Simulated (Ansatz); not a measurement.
# Bands of NaHF₂

```yaml
crystal:
  lattice:
    - [1.72845, 0.99792, 4.63887]
    - [-1.72845, 0.99792, 4.63887]
    - [0.00000, -1.99584, 4.63887]
  atoms:
    - { symbol: Na, position: [0.00000, 0.00000, 0.00000] }
    - { symbol: H, position: [0.50000, 0.50000, 0.50000] }
    - { symbol: F, position: [0.41000, 0.41000, 0.41000] }
    - { symbol: F, position: [0.59000, 0.59000, 0.59000] }
```

Atoms are numbered in the order listed.

The cell comes from COD entry 1010284, which wasn't checked; take it as a given geometry. It is an old determination, and later ones may differ.

Computed with DFT, LDA, all-electron LAPW, scalar-relativistic (Ansatz 0.2.0).

Settings: a Γ-centred 10×10×10 k mesh, Fermi–Dirac smearing of 0.02 eV, basis error target 1 meV/atom, no spin polarisation.

Points in fractions of the reciprocal vectors of this cell: Γ (0, 0, 0), T (0.5, 0.5, 0.5), H2 (0.802, 0.198, 0.5), H0 (0.5, -0.198, 0.198), L (0.5, 0, 0), S0 (0.349, -0.349, 0), S2 (0.651, 0, 0.349), F (0.5, 0, 0.5). The path runs Γ–T–H2–H0–L–Γ–S0–S2–F. Energies are in eV from the top of the valence band; (×n) counts levels within 4 meV of each other, which need not be degenerate by symmetry.

**Question.** List the levels at F between -8 and 6 eV.

**Answer.** -3.82, -1.35, -0.92, -0.74, -0.58, -0.12.

**Question.** List the levels at S0 between -8 and 6 eV.

**Answer.** -3.85, -1.19, -1.15, -0.69, -0.56, -0.25.

**Question.** List the levels at S2 between -8 and 6 eV.

**Answer.** -3.85, -1.19, -1.15, -0.69, -0.56, -0.25.

**Question.** What is the band gap?

**Answer.** 6.35 eV, indirect from T (0.5, 0.5, 0.5) to Γ.

Kohn–Sham gaps of semilocal functionals usually fall short of measured ones.
